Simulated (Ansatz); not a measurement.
## ScGa$_{3}$: computed DOS

```xyz
4
Lattice="4.0950 0.0000 0.0000 0.0000 4.0950 0.0000 0.0000 0.0000 4.0950" Properties=species:S:1:pos:R:3 pbc="T T T"
Sc    0.0000    0.0000    0.0000
Ga    0.0000    2.0475    2.0475
Ga    2.0475    0.0000    2.0475
Ga    2.0475    2.0475    0.0000
```

The cell comes from COD entry 1523115, which wasn't checked; take it as a given geometry.

These are results of DFT, LDA, all-electron LAPW, scalar-relativistic in Ansatz 0.2.0, not measurements.

Settings: a Γ-centred 9×9×9 k mesh, Fermi–Dirac smearing of 0.05 eV, basis error target 1 meV/atom, no spin polarisation.

States per eV and cell, averaged over 0.4 eV, from -9.8 to 3.2 eV, with energies (bin centres) from the Fermi level; empty bins are left out. The partial columns, the largest 5 alone, are projections on Löwdin-orthogonalised atomic shells (those that the program's projection atoms carry: the occupied ones and, for some elements, an empty d or f shell; other empty shells have no column), summed over atoms of an element. Weights on diffuse s and p shells depend on that basis and aren't pure angular character.

```json
{"E (eV)": "-9.7", "total": "0.54", "Ga 4p": "0.19", "Sc 3d": "0.01", "Ga 4s": "0.26", "Sc 4s": "0.06", "Ga 3d": "0.00"}
{"E (eV)": "-9.3", "total": "0.74", "Ga 4p": "0.29", "Sc 3d": "0.01", "Ga 4s": "0.36", "Sc 4s": "0.05", "Ga 3d": "0.00"}
{"E (eV)": "-8.9", "total": "0.86", "Ga 4p": "0.35", "Sc 3d": "0.02", "Ga 4s": "0.42", "Sc 4s": "0.03", "Ga 3d": "0.00"}
{"E (eV)": "-8.5", "total": "0.72", "Ga 4p": "0.30", "Sc 3d": "0.03", "Ga 4s": "0.35", "Sc 4s": "0.02", "Ga 3d": "0.00"}
{"E (eV)": "-8.1", "total": "0.59", "Ga 4p": "0.25", "Sc 3d": "0.04", "Ga 4s": "0.28", "Sc 4s": "0.01", "Ga 3d": "0.00"}
{"E (eV)": "-7.7", "total": "0.65", "Ga 4p": "0.28", "Sc 3d": "0.05", "Ga 4s": "0.29", "Sc 4s": "0.02", "Ga 3d": "0.00"}
{"E (eV)": "-7.3", "total": "0.70", "Ga 4p": "0.30", "Sc 3d": "0.04", "Ga 4s": "0.30", "Sc 4s": "0.03", "Ga 3d": "0.00"}
{"E (eV)": "-6.9", "total": "0.92", "Ga 4p": "0.39", "Sc 3d": "0.05", "Ga 4s": "0.41", "Sc 4s": "0.04", "Ga 3d": "0.01"}
{"E (eV)": "-6.5", "total": "1.34", "Ga 4p": "0.53", "Sc 3d": "0.07", "Ga 4s": "0.67", "Sc 4s": "0.03", "Ga 3d": "0.01"}
{"E (eV)": "-6.1", "total": "1.40", "Ga 4p": "0.50", "Sc 3d": "0.11", "Ga 4s": "0.74", "Sc 4s": "0.02", "Ga 3d": "0.01"}
{"E (eV)": "-5.7", "total": "1.22", "Ga 4p": "0.38", "Sc 3d": "0.14", "Ga 4s": "0.66", "Sc 4s": "0.01", "Ga 3d": "0.01"}
{"E (eV)": "-5.3", "total": "1.23", "Ga 4p": "0.42", "Sc 3d": "0.16", "Ga 4s": "0.62", "Sc 4s": "0.01", "Ga 3d": "0.01"}
{"E (eV)": "-4.9", "total": "0.87", "Ga 4p": "0.32", "Sc 3d": "0.12", "Ga 4s": "0.41", "Sc 4s": "0.01", "Ga 3d": "0.01"}
{"E (eV)": "-4.5", "total": "0.80", "Ga 4p": "0.30", "Sc 3d": "0.12", "Ga 4s": "0.37", "Sc 4s": "0.01", "Ga 3d": "0.00"}
{"E (eV)": "-4.1", "total": "0.69", "Ga 4p": "0.28", "Sc 3d": "0.11", "Ga 4s": "0.28", "Sc 4s": "0.01", "Ga 3d": "0.00"}
{"E (eV)": "-3.7", "total": "0.95", "Ga 4p": "0.50", "Sc 3d": "0.14", "Ga 4s": "0.27", "Sc 4s": "0.03", "Ga 3d": "0.00"}
{"E (eV)": "-3.3", "total": "1.33", "Ga 4p": "0.83", "Sc 3d": "0.18", "Ga 4s": "0.25", "Sc 4s": "0.04", "Ga 3d": "0.01"}
{"E (eV)": "-2.9", "total": "1.28", "Ga 4p": "0.88", "Sc 3d": "0.18", "Ga 4s": "0.16", "Sc 4s": "0.03", "Ga 3d": "0.01"}
{"E (eV)": "-2.5", "total": "1.66", "Ga 4p": "1.20", "Sc 3d": "0.26", "Ga 4s": "0.14", "Sc 4s": "0.03", "Ga 3d": "0.01"}
{"E (eV)": "-2.1", "total": "2.01", "Ga 4p": "1.41", "Sc 3d": "0.42", "Ga 4s": "0.13", "Sc 4s": "0.02", "Ga 3d": "0.01"}
{"E (eV)": "-1.7", "total": "2.44", "Ga 4p": "1.61", "Sc 3d": "0.66", "Ga 4s": "0.13", "Sc 4s": "0.01", "Ga 3d": "0.01"}
{"E (eV)": "-1.3", "total": "2.33", "Ga 4p": "1.28", "Sc 3d": "0.86", "Ga 4s": "0.14", "Sc 4s": "0.01", "Ga 3d": "0.01"}
{"E (eV)": "-0.9", "total": "1.37", "Ga 4p": "0.70", "Sc 3d": "0.55", "Ga 4s": "0.09", "Sc 4s": "0.01", "Ga 3d": "0.01"}
{"E (eV)": "-0.5", "total": "1.37", "Ga 4p": "0.63", "Sc 3d": "0.57", "Ga 4s": "0.14", "Sc 4s": "0.01", "Ga 3d": "0.01"}
{"E (eV)": "-0.1", "total": "1.93", "Ga 4p": "0.81", "Sc 3d": "0.70", "Ga 4s": "0.34", "Sc 4s": "0.03", "Ga 3d": "0.01"}
{"E (eV)": "0.3", "total": "0.81", "Ga 4p": "0.34", "Sc 3d": "0.31", "Ga 4s": "0.13", "Sc 4s": "0.01", "Ga 3d": "0.00"}
{"E (eV)": "0.7", "total": "2.44", "Ga 4p": "1.02", "Sc 3d": "0.81", "Ga 4s": "0.52", "Sc 4s": "0.03", "Ga 3d": "0.01"}
{"E (eV)": "1.1", "total": "2.01", "Ga 4p": "0.74", "Sc 3d": "0.90", "Ga 4s": "0.28", "Sc 4s": "0.03", "Ga 3d": "0.01"}
{"E (eV)": "1.5", "total": "1.90", "Ga 4p": "0.57", "Sc 3d": "1.05", "Ga 4s": "0.18", "Sc 4s": "0.03", "Ga 3d": "0.01"}
{"E (eV)": "1.9", "total": "3.72", "Ga 4p": "0.79", "Sc 3d": "2.42", "Ga 4s": "0.31", "Sc 4s": "0.10", "Ga 3d": "0.01"}
{"E (eV)": "2.3", "total": "5.43", "Ga 4p": "0.76", "Sc 3d": "4.09", "Ga 4s": "0.34", "Sc 4s": "0.11", "Ga 3d": "0.01"}
{"E (eV)": "2.7", "total": "2.73", "Ga 4p": "0.47", "Sc 3d": "1.57", "Ga 4s": "0.47", "Sc 4s": "0.10", "Ga 3d": "0.01"}
{"E (eV)": "3.1", "total": "3.69", "Ga 4p": "0.84", "Sc 3d": "1.84", "Ga 4s": "0.64", "Sc 4s": "0.20", "Ga 3d": "0.01"}
```

**Question.** Where is the centre of the filled Sc 3d states between -14 eV and the top of the filled states?

**Answer.** -2.37 eV from the Fermi level.
